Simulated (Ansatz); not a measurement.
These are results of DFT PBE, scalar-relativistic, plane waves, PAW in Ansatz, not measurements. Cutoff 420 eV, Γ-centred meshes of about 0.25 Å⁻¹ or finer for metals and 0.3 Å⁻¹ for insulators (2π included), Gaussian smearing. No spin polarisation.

All energies are static (0 K, no zero-point motion).

Two forms of ZrAl₃B₃N were relaxed alike.

1. Space group R3m (No. 160), trigonal, a = 6.854 Å, c = 7.586 Å. Zr is surrounded by 1 N at 2.24 Å, 3 B at 2.50 Å, 3 B at 2.93 Å and 3 Al at 2.98 Å; Al has 1 N at 1.88 Å, 3 B at 2.10–2.15 Å, 2 Al at 2.77 Å and 1 Zr at 2.98 Å; B has 2 B at 1.80 Å, 3 Al at 2.10–2.15 Å and 1 Zr at 2.50 Å; N has 3 Al at 1.88 Å and 1 Zr at 2.24 Å.

2. Space group P3m1 (No. 156), trigonal, a = 3.018 Å, c = 11.414 Å. Around Zr lie 9 B at 2.48–2.57 Å and 6 Zr at 3.02 Å; around Al on its first site lie 3 N at 2.11 Å and 6 B at 2.35–2.43 Å; around Al on its second site lie 3 N at 2.12 Å; B on its first site has 3 B at 1.75 Å, 3 Al at 2.35 Å and 3 Zr at 2.57 Å; N is surrounded by 6 Al at 2.11–2.12 Å; 3 more sites not described.

Question: Which would you expect to be lower, and how large is the difference?

Answer: Cell 2 is lower, by 120 meV/atom. Cell 1 has space group R3m (No. 160), 12.9 Å³/atom and no gap on its mesh; cell 2 has space group P3m1 (No. 156), 11.3 Å³/atom and no gap. Counting B or N atoms around Al and Zr (for each partner element, those within 1.25 times its shortest distance or 1.15 times the sum of covalent radii, where it is the nearest in units of that sum or under 1.3; a plus sign parts groups by distance over the sum of covalent radii; a slash parts the counts of unlike sites), cell 1 has Zr 4+3, Al 4 and cell 2 has Zr 9, Al 3/9. Cell 1 holds B–B units of three or more atoms (shortest 1.80 Å); cell 2 holds B–B nets (shortest 1.75 Å). The denser one is the lower, and pressure would at first widen the difference. Both come from trial cells of a structure search, whose lowest cell (R3m, 11.2 Å³/atom) lies 48 meV/atom below the lower of the two.

Trial moments fell under 0.15 μB along the way in R3m and P3m1; another start might hold them. With atoms moved at random, cell 2 (by 48 meV/atom) fell into a lower structure. Cell 1 had no clear such test and can be a saddle point. Some types were kept out of the candidates beforehand, so the set may lack a known form.
